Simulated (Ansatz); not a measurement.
An Ansatz (a program for electronic structure) run. Input:

Ansatz 0.2 input:
```yaml
crystal:
  lattice:
    - [6.3899506348, 0.0, 0.0]
    - [-3.1949753174, 5.5338595787, 0.0]
    - [0.0, 0.0, 3.7476550833]
  atoms:
    - { symbol: La, position: [0.3333333333, 0.6666666667, 0.75] }
    - { symbol: La, position: [0.6666666667, 0.3333333333, 0.25] }
    - { symbol: H, position: [0.276586158, 0.1309622352, 0.75] }
    - { symbol: H, position: [0.723413842, 0.8690377648, 0.25] }
    - { symbol: H, position: [0.8543760772, 0.723413842, 0.75] }
    - { symbol: H, position: [0.1456239228, 0.276586158, 0.25] }
    - { symbol: H, position: [0.8690377648, 0.1456239228, 0.75] }
    - { symbol: H, position: [0.1309622352, 0.8543760772, 0.25] }
    - { symbol: O, position: [0.3861390421, 0.3057520622, 0.75] }
    - { symbol: O, position: [0.6138609579, 0.6942479378, 0.25] }
    - { symbol: O, position: [0.9196130201, 0.6138609579, 0.75] }
    - { symbol: O, position: [0.0803869799, 0.3861390421, 0.25] }
    - { symbol: O, position: [0.6942479378, 0.0803869799, 0.75] }
    - { symbol: O, position: [0.3057520622, 0.9196130201, 0.25] }
kpoints:
  mp_grid: { grid: [5, 5, 7] }
hamiltonian:
  xc: lda
  pseudopotentials: { kind: paw }
scf:
  occupations: { method: fixed }
elastic: { mode: relaxed_ion, stencil: two_point, amplitude: 0.005, f_tol: 0.0005 }
```

Output (shortened):

```
Pseudopotential: La, paw, valence charge 11
Pseudopotential: H, paw, valence charge 1
Pseudopotential: O, paw, valence charge 6
Functional definition: SPW92
Crystal: 14 atoms, lattice volume = 132.521 Å³
Basis set: ecut = 420 eV, 2641 PW (Γ)
Bands: 46, of which v1, the nominal top of the filled ones, is band 32 counted from 1 (31 counted from 0)
Symmetry: 12 space group operations
Space group: P63/m (ITA 176), of the structure as read, at distance tolerance 5.1e-5 Å
k-points: 20 of 175
SCF 1 converged in 11 iterations: F = -15590.241331 eV  dr2 = 2.86e-14
relax step   1: F+E_penalty+E_count = -15590.24133137 eV  Δ(F+E_penalty+E_count) = +0.000e0 eV  max|allowed force component| = 5.445e-4 eV/Å  Δτ_max = 0.0000 Å  (11 SCF iters, accepted)
Crystal: 14 atoms, lattice volume = 132.521 Å³
SCF 2 converged in 9 iterations: F = -15590.241331 eV  dr2 = 9.68e-15
relax step   2: F+E_penalty+E_count = -15590.24133142 eV  Δ(F+E_penalty+E_count) = -5.119e-8 eV  max|allowed force component| = 2.371e-4 eV/Å  Δτ_max = 0.0001 Å  (9 SCF iters, accepted)
Crystal: 14 atoms, lattice volume = 132.521 Å³
SCF 3 converged in 10 iterations: F = -15590.241331 eV  dr2 = 3.76e-15
Crystal: 14 atoms, lattice volume = 131.859 Å³
Basis set: ecut = 420 eV, 2601 PW (Γ)
Symmetry: 4 space group operations
k-points: 52 of 175
SCF 4 converged in 13 iterations: F = -15590.238280 eV  dr2 = 2.63e-14
relax step   1: F+E_penalty+E_count = -15590.23828020 eV  Δ(F+E_penalty+E_count) = +0.000e0 eV  max|allowed force component| = 1.854e-1 eV/Å  Δτ_max = 0.0000 Å  (13 SCF iters, accepted)
Crystal: 14 atoms, lattice volume = 131.859 Å³
SCF 5 converged in 14 iterations: F = -15590.238230 eV  dr2 = 2.61e-15
relax step   2: F+E_penalty+E_count = -15590.23822975 eV  Δ(F+E_penalty+E_count) = +5.045e-5 eV  max|allowed force component| = 8.835e-2 eV/Å  Δτ_max = 0.0291 Å  (14 SCF iters, rejected (line search))
Crystal: 14 atoms, lattice volume = 131.859 Å³
SCF 6 converged in 13 iterations: F = -15590.240047 eV  dr2 = 1.20e-14
relax step   3: F+E_penalty+E_count = -15590.24004674 eV  Δ(F+E_penalty+E_count) = -1.767e-3 eV  max|allowed force component| = 1.547e-2 eV/Å  Δτ_max = 0.0126 Å  (13 SCF iters, accepted)
Crystal: 14 atoms, lattice volume = 131.859 Å³
SCF 7 converged in 12 iterations: F = -15590.240071 eV  dr2 = 8.99e-15
relax step   4: F+E_penalty+E_count = -15590.24007096 eV  Δ(F+E_penalty+E_count) = -2.422e-5 eV  max|allowed force component| = 1.035e-2 eV/Å  Δτ_max = 0.0063 Å  (12 SCF iters, accepted)
Crystal: 14 atoms, lattice volume = 131.859 Å³
SCF 8 converged in 10 iterations: F = -15590.240095 eV  dr2 = 6.05e-14
relax step   5: F+E_penalty+E_count = -15590.24009470 eV  Δ(F+E_penalty+E_count) = -2.374e-5 eV  max|allowed force component| = 1.960e-3 eV/Å  Δτ_max = 0.0026 Å  (10 SCF iters, accepted)
Crystal: 14 atoms, lattice volume = 131.859 Å³
SCF 9 converged in 9 iterations: F = -15590.240096 eV  dr2 = 6.21e-14
relax step   6: F+E_penalty+E_count = -15590.24009552 eV  Δ(F+E_penalty+E_count) = -8.161e-7 eV  max|allowed force component| = 6.196e-4 eV/Å  Δτ_max = 0.0004 Å  (9 SCF iters, accepted)
Crystal: 14 atoms, lattice volume = 131.859 Å³
[...]
relax step   6: F+E_penalty+E_count = -15590.24379256 eV  Δ(F+E_penalty+E_count) = -2.946e-4 eV  max|allowed force component| = 7.507e-2 eV/Å  Δτ_max = 0.0421 Å  (12 SCF iters, accepted)
Crystal: 14 atoms, lattice volume = 132.520 Å³
SCF 43 converged in 12 iterations: F = -15590.244053 eV  dr2 = 5.80e-15
relax step   7: F+E_penalty+E_count = -15590.24405252 eV  Δ(F+E_penalty+E_count) = -2.600e-4 eV  max|allowed force component| = 3.322e-2 eV/Å  Δτ_max = 0.0121 Å  (12 SCF iters, accepted)
Crystal: 14 atoms, lattice volume = 132.520 Å³
SCF 44 converged in 12 iterations: F = -15590.244104 eV  dr2 = 5.65e-15
relax step   8: F+E_penalty+E_count = -15590.24410376 eV  Δ(F+E_penalty+E_count) = -5.124e-5 eV  max|allowed force component| = 7.908e-3 eV/Å  Δτ_max = 0.0068 Å  (12 SCF iters, accepted)
Crystal: 14 atoms, lattice volume = 132.520 Å³
SCF 45 converged in 11 iterations: F = -15590.244109 eV  dr2 = 3.65e-14
relax step   9: F+E_penalty+E_count = -15590.24410904 eV  Δ(F+E_penalty+E_count) = -5.284e-6 eV  max|allowed force component| = 9.357e-3 eV/Å  Δτ_max = 0.0047 Å  (11 SCF iters, accepted)
Crystal: 14 atoms, lattice volume = 132.520 Å³
SCF 46 converged in 11 iterations: F = -15590.244127 eV  dr2 = 9.06e-15
relax step  10: F+E_penalty+E_count = -15590.24412651 eV  Δ(F+E_penalty+E_count) = -1.747e-5 eV  max|allowed force component| = 2.900e-4 eV/Å  Δτ_max = 0.0033 Å  (11 SCF iters, accepted)
Crystal: 14 atoms, lattice volume = 132.520 Å³
SCF 47 converged in 2 iterations: F = -15590.244127 eV  dr2 = 3.90e-15
WARN: C44 and the rest of its column (C14 to C64, from strain 23), every constant that the crystal's symmetry builds from them, which can be the whole tensor …
SCF converged after 10 iterations
Stability not checked: this state was not tested for a lower state beside it, because too few of the mixer's solves of this state at the end of the SCF gave a …
Free energy (F): -15590.241331 eV
Harris-Foulkes:  -15590.241331 eV  (|F-HF|=7.28e-12)
Internal energy: -15590.241331 eV  (E = F + TS)
E sigma→0 (E₀):  -15590.241331 eV
Fermi energy:    6.292150 eV
--- Per-component energies (eV) ---
  E_band       = -181.502304
  E_kinetic    = 1518.023831
  E_local      = -3115.356902  (includes V_loc(G=0)·N_el)
  E_nonlocal   = 510.120956
  E_hartree    = 1096.900983
  E_xc         = -766.147253
  E_vxc        = -925.269755  (∫ρ·V_xc dr)
  E_paw        = -11376.749098  (= ΣΔE_a)
  E_vpaw       = -362.830462  (= ΣTr[D̂ρ^β])
  E_aug_tail   = 0.008060  (compensation charges beyond the density's cutoff)
  E_ewald      = -3458.268870
  E_core_change = 1.226962  (= ΣΔE_core)
  E_smearing   =  0.000000  (= −TS)
  E_closure    = 0.000000  (closes the sum)
  Σ components = -15590.241331   (vs F -15590.241331, Δ=0.00e0)
--- Forces (eV/Å), atoms counted from 1 ---
  atom   1  La     0.00000000     0.00000000     0.00000000
  atom   2  La     0.00000000     0.00000000     0.00000000
  atom   3  H      0.00003078     0.00014481     0.00000000
  atom   4  H     -0.00003078    -0.00014481     0.00000000
  atom   5  H      0.00011002    -0.00009906     0.00000000
  atom   6  H     -0.00011002     0.00009906     0.00000000
  atom   7  H     -0.00014080    -0.00004575     0.00000000
  atom   8  H      0.00014080     0.00004575     0.00000000
  atom   9  O      0.00001962    -0.00023712     0.00000000
  atom  10  O     -0.00001962     0.00023712     0.00000000
  atom  11  O     -0.00021517     0.00010157     0.00000000
  atom  12  O      0.00021517    -0.00010157     0.00000000
  atom  13  O      0.00019554     0.00013556     0.00000000
  atom  14  O     -0.00019554    -0.00013556     0.00000000
  max |Σ_I F_I| component: 6.45e-18 eV/Å
--- Stress (GPa, compression-positive) ---
       -0.005567       0.000000       0.000000
        0.000000      -0.005567       0.000000
        0.000000       0.000000      -0.000537
  P = ⅓ Tr σ = -0.0039 GPa (-0.039 kbar)
--- Band table (eV; the first three rows and the last of 20) ---
  k-point 0: bands = ["-23.2577", "-23.1242", "-11.6622", "-11.5271", "-11.5271", "-11.4661", "-11.4661", "-10.7763", "-6.7557", "-6.5131", "-6.5131", "-6.5044", "-6.4759", "-6.4759", "0.5121", "1.1603", "1.1603", "1.5746", "1.5746", "1.6777", "3.4533", …
  k-point 1: bands = ["-23.2320", "-23.1110", "-11.7172", "-11.4789", "-11.4789", "-11.4237", "-11.4237", "-10.9696", "-6.6823", "-6.5879", "-6.5879", "-6.5612", "-6.5612", "-6.5467", "0.6796", "1.1829", "1.1829", "1.4607", "1.4607", "1.6675", "3.5095", …
  k-point 2: bands = ["-23.1696", "-23.0848", "-11.8318", "-11.3809", "-11.3635", "-11.3635", "-11.3252", "-11.3252", "-6.7651", "-6.7651", "-6.7564", "-6.7564", "-6.6014", "-6.5722", "1.0345", "1.2274", "1.2274", "1.2938", "1.2938", "1.6319", "3.6209", …
  k-point 19: bands = ["-23.0935", "-23.0872", "-11.8969", "-11.8816", "-11.4670", "-11.2117", "-11.1262", "-11.0845", "-7.0611", "-7.0310", "-6.8925", "-6.7505", "-6.3590", "-6.3443", "0.6075", "0.7501", "0.7838", "0.8960", "1.7237", "1.7579", "3.9712", …
--- Elastic constants: 3 strain directions × 2 members + reference (group order 12) ---
  dense FFT box of the reference and of every strained cell: 45×45×27
  strains applied: 11, 33, 23; error gains …
  reference relaxed by the batch: 2 steps …
  largest displacement 6.8e-5 Å; the constants are those of the deck's cell at these positions:
  atoms:
    - { symbol: La, position: [0.33333333333333337, 0.6666666666666669, 0.75] }
    - { symbol: La, position: [0.6666666666666667, 0.3333333333333333, 0.25] }
    - { symbol: H, position: [0.27658900523688473, 0.13097141224035166, 0.75] }
    - { symbol: H, position: [0.7234109947631153, 0.8690285877596484, 0.25] }
    - { symbol: H, position: [0.854382407003467, 0.7234109947631154, 0.75] }
    - { symbol: H, position: [0.14561759299653307, 0.27658900523688473, 0.25] }
    - { symbol: H, position: [0.8690285877596484, 0.14561759299653307, 0.75] }
    - { symbol: H, position: [0.1309714122403517, 0.854382407003467, 0.25] }
    - { symbol: O, position: [0.3861358209398825, 0.3057606697015834, 0.75] }
    - { symbol: O, position: [0.6138641790601174, 0.6942393302984167, 0.25] }
    - { symbol: O, position: [0.9196248487617009, 0.6138641790601175, 0.75] }
    - { symbol: O, position: [0.0803751512382992, 0.38613582093988263, 0.25] }
    - { symbol: O, position: [0.6942393302984166, 0.08037515123829916, 0.75] }
    - { symbol: O, position: [0.30576066970158344, 0.9196248487617009, 0.25] }
  C = ∂σ_k/∂η_j (tension-positive GPa; Voigt order 11 22 33 23 13 12):
       102.697     45.349     53.169      0.000      0.000      0.024
        45.349    102.697     53.169      0.000      0.000     -0.024
        53.146     53.146    159.436      0.000      0.000      0.000
         0.000      0.000      0.000   -209.953      3.149      0.000
         0.000      0.000      0.000     -3.149   -209.953      0.000
        -0.024      0.024      0.000      0.000      0.000     28.674
  reference stress σ⁰ (GPa):      0.006      0.006      0.001      0.000      0.000      0.000
  moduli (Voigt/Reuss/Hill, GPa): K = 74.24/70.60/72.42   G = -64.04/58.80/-2.62   E = -7.95   ν = 0.518
  mechanically stable: NO (min eigenvalue of sym C = -209.95 GPa)
  harmonic check of the ions' relaxations: strain 23: 1 of 1 pair far from harmonic (see the warning)
  the stresses are not corrected for the forces that the relaxations left standing (`elastic.f_tol`)
  strain η (Voigt 11):  stress-route row diagonal C_11 = 102.70 GPa, energy-path curvature d²(F+E_count+ΔE)/dδ²/Ω₀ = 103.24 GPa
         δ    σ_11 (GPa)             F (eV)   n_scf  n_hpsi   n_pw
    -5.000e-3      -0.5157      -15590.2400956       2   17974   2602   relax 7 steps, max|allowed force component| 4.17e-5 eV/Å
     5.000e-3       0.5112      -15590.2404504       2   17955   2649   relax 4 steps, max|allowed force component| 2.99e-4 eV/Å
  strain η (Voigt 33):  stress-route row diagonal C_33 = 159.44 GPa, energy-path curvature d²(F+E_count+ΔE)/dδ²/Ω₀ = 159.28 GPa
         δ    σ_33 (GPa)             F (eV)   n_scf  n_hpsi   n_pw
    -5.000e-3      -0.8082      -15590.2399978       2    6883   2603   relax 6 steps, max|allowed force component| 8.10e-6 eV/Å
     5.000e-3       0.7861      -15590.2397703       2    6861   2641   relax 3 steps, max|allowed force component| 1.92e-4 eV/Å
  strain η (Voigt 23):  stress-route row diagonal C_44 = -209.95 GPa, energy-path curvature d²(F+E_count+ΔE)/dδ²/Ω₀ = -257.07 GPa
         δ    σ_23 (GPa)             F (eV)   n_scf  n_hpsi   n_pw
    -5.000e-3       1.0459      -15590.2441275       2   30386   2617   relax 8 steps, max|allowed force component| 4.06e-4 eV/Å
     5.000e-3      -1.0536      -15590.2441265       2   30373   2617   relax 10 steps, max|allowed force component| 2.90e-4 eV/Å
```

Cost: roughly 13 core-minutes on shared cores.

Space group P6_3/m. The first step of the workflow began from a Materials Project structure, measured or hypothetical; the Crystallography Open Database copy checked does not list it. Whether it is the stable phase at ambient conditions was not checked. Symmetry was held in the LDA relaxation. At this level the phase is dynamically unstable (imaginary phonons). Spin–orbit coupling is left out wherever it is not named.

Potentials: the later of the program's two PAW sets.

Ansatz is a plane-wave DFT program.
